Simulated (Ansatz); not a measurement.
One stationary structure of VN. Space group Fm-3m (No. 225), rock salt type. These are PBE (plane waves to 420 eV, PAW, scalar-relativistic; Ansatz, an electronic-structure program) values and carry that method's errors.

Space group Fm-3m (No. 225); a = b = c = 4.117 Å, α = β = γ = 90.00°

```json
[
 {"atom": "N", "site": "4a", "symmetry": "m-3m", "x": "0.0000", "y": "0.0000", "z": "0.0000"},
 {"atom": "V", "site": "4b", "symmetry": "m-3m", "x": "0.5000", "y": "0.5000", "z": "0.5000"}
]
```
(The calculation used a cell of 2 atoms; values per cell refer to that cell.)

**Question.** What magnetic moment does PBE give?

**Answer.** Zero (the starting moments vanished).

No spin polarisation in the result: the starting moments vanished.

The run could not lose the symmetry of its start.

All atoms sit on sites fixed by symmetry, so only the cell could relax.
